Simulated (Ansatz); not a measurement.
# Kick test of a cell of Mg2TiN2

It was relaxed at this level from a Materials Project cell.

The calculation used DFT PBE, scalar-relativistic, plane waves, PAW (Ansatz 0.2.0). Plane waves to 420 eV, a k mesh through Γ of 10×10×8 on the computed 10-atom cell and Gaussian smearing (0.10 eV); no spin polarisation.

The cell below (10 atoms, space group C2/m (No. 12)) is relaxed within its symmetry.

```
Mg Ti N
1.0
     4.94167   -2.21095    0.00753
     4.94167    2.21095    0.00753
    -2.25322    0.00000    5.75171
Mg Ti N
4 2 4
Cartesian
  2.3620 0.0000 2.3874
  5.2681 0.0000 3.3793
  9.2304 0.0000 1.5410
  -1.6003 0.0000 4.2258
  6.2293 0.0000 0.6458
  1.4008 0.0000 5.1209
  7.2517 0.0000 2.2638
  0.3784 0.0000 3.5030
  3.1940 0.0000 4.4423
  4.4361 0.0000 1.3244
```

For the test it was strained at random (σ = 1.5 % a component), the atoms were moved at random (σ = 0.15 Å), and all was relaxed again on a coarse 6×6×4 mesh (in the run’s order of axes) with 0.20 eV smearing, with no symmetry imposed.

Q: What happens?

A: It returns, within 1 meV/atom of the unmoved cell on that mesh and with the same symmetry when read at 0.1 Å. No instability shows in this cell; modes of other wave vectors, which need another repeat, aren't tested.
